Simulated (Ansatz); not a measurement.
MoSi2 (MoSi2 type, space group I4/mmm)

```cif
data_Mo2Si4
_chemical_formula_sum 'Mo2 Si4'
_space_group_name_H-M_alt 'I4/mmm'
_space_group_IT_number 139
_space_group_name_Hall '-I 4 2'
_cell_length_a 3.20172
_cell_length_b 3.20172
_cell_length_c 7.81858
_cell_angle_alpha 90.000
_cell_angle_beta 90.000
_cell_angle_gamma 90.000
loop_
_atom_site_label
_atom_site_type_symbol
_atom_site_symmetry_multiplicity
_atom_site_Wyckoff_symbol
_atom_site_fract_x
_atom_site_fract_y
_atom_site_fract_z
_atom_site_occupancy
Mo1 Mo 2 a 0.00000 0.00000 0.00000 1
Si1 Si 4 e 0.00000 0.00000 0.33530 1
```
(The calculation used a cell of 3 atoms; values per cell refer to that cell.)

E(V) scan at fixed shape, V₀ the volume above. The atoms relax within the cell's symmetry.

Computed with r2SCAN (plane waves to 500 eV, PAW, scalar-relativistic; Ansatz, a quantum-chemistry and plane-wave program). k mesh 14×14×14 (Γ-centred), Fermi-Dirac smearing 0.05 eV. E stands for the smeared free energy. With the shape held, the modulus is that of even scaling; a crystal free to change shape is softer. MoSi2 is run without spin polarisation. MoSi2 was relaxed with its symmetry unable to fall. The zero of ΔE is the relaxed starting cell. The last digit holds for this mesh only.

```
V (Å³/atom)  ΔE (meV/atom)
-----------  -------------
12.557                36.8
12.757                20.1
12.957                 8.7
13.158                 2.1
13.358                 0.0
13.558                 2.0
13.759                 7.8
13.959                17.1
14.160                29.5
```

What bulk modulus at fixed cell shape B₀ follows from a third-order Birch-Murnaghan fit?

219 GPa.

What is the fitted pressure derivative B₀′?

4.5.

(Under strain, the slope of the energy per volume gives the stress and its curvature an elastic modulus.)
